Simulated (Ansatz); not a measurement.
Here is the system:

Relaxed SiO$_{2}$ (rutile):

```xyz
6
Lattice="4.1852 0.0000 0.0000 0.0000 4.1852 0.0000 0.0000 0.0000 2.6688" Properties=species:S:1:pos:R:3 pbc="T T T"
Si     2.0926     2.0926     1.3344
Si     0.0000     0.0000     0.0000
O      3.3737     3.3737     1.3344
O      1.2811     2.9041     0.0000
O      2.9041     1.2811     0.0000
O      0.8115     0.8115     1.3344
```

Scan: atom 3 (O, nearest neighbour Si at 1.760 Å; its periodic images, 2.7 Å or more away, move with it) is displaced along Cartesian [110], direction (0.707, 0.707, 0.000) in Cartesian axes, by s. The other atoms stay.

These are r2SCAN (plane waves to 500 eV, PAW, scalar-relativistic; Ansatz, a program for electronic structure) values and carry that method's errors. k mesh 7×7×10 (Γ-centred), Fermi-Dirac smearing 0.05 eV. E stands for the smeared free energy. SiO2 was relaxed with its symmetry unable to fall. The zero of ΔE is the undisplaced structure.

The scan covers s from -0.350 to 0.350 Å in 11 points.

**Question.** Is the energy the same for displacements of ±0.350 Å, and if not, which side lies higher?

**Answer.** Not even: the negative side lies higher at ±0.350 Å. With its periodic images moving along, the atom's site symmetry in this cell is mm2.

**Question.** What force acts on the atom along the line at s = -0.350 Å?

**Answer.** 16.6 eV/Å.

**Question.** What is the force constant k = d²E/ds² of this move at s = 0?

**Answer.** 33.5 eV/Å².

(A displaced cell: forces are minus the slopes of the energy, force constants its curvatures, and phonons follow from these.)
